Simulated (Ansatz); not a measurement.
How far is PAW off for ScHg?

```
CELL_PARAMETERS angstrom
3.48000 0.00000 0.00000
0.00000 3.48000 0.00000
0.00000 0.00000 3.48000
ATOMIC_POSITIONS crystal
Sc 0.50000 0.50000 0.50000
Hg 0.00000 0.00000 0.00000
```

Atoms are numbered in the order listed.

The cell is COD entry 1522352, as deposited and not checked against the literature; nothing was relaxed.

Spin polarisation is left out, and whether a magnetic state lies lower isn't shown here.

Spin–orbit coupling is left out, though it moves levels of the heavy atoms by tenths of an eV or more.

Methods: DFT, PBEsol, PAW with Ansatz's default frozen-core files, scalar-relativistic (Ansatz 0.2.0); DFT, PBEsol, all-electron PAW with datasets made for the crystal, scalar-relativistic (Ansatz 0.2.0); DFT, PBEsol, all-electron LAPW, scalar-relativistic (Ansatz 0.2.0).

For PAW: a Γ-centred 12×12×12 k mesh, Fermi–Dirac smearing of 0.08 eV, cutoff 420 eV, no spin polarisation; the PAW files were made with PBE, and the program remakes their frozen cores for this functional. The crystal-made all-electron datasets (AE datasets) take a cutoff of 260 eV at this cell. LAPW targets a basis error of 0.5 meV/atom. The Ansatz runs share mesh, smearing and spin set-up. Plane-wave (PAW) pressures include the program's estimate of the Pulay term.

Stress and pressure are positive in compression.

Levels count from the Fermi level.

| quantity | PAW | AE datasets | LAPW |
| --- | --- | --- | --- |
| pressure (GPa) | -0.93 | -0.92 | -0.92 |
| highest filled level at X (eV) | -0.027 | -0.027 | -0.027 |
| lowest empty level at X (eV) | 0.799 | 0.799 | 0.799 |
| highest filled level at M (eV) | -1.002 | -1.001 | -1.001 |
| lowest empty level at M (eV) | 0.595 | 0.595 | 0.595 |
| highest filled level at R (eV) | -0.869 | -0.870 | -0.870 |
| lowest empty level at R (eV) | 3.038 | 3.037 | 3.037 |

PAW's pressure differs from the LAPW value by about 0.01 GPa or less.
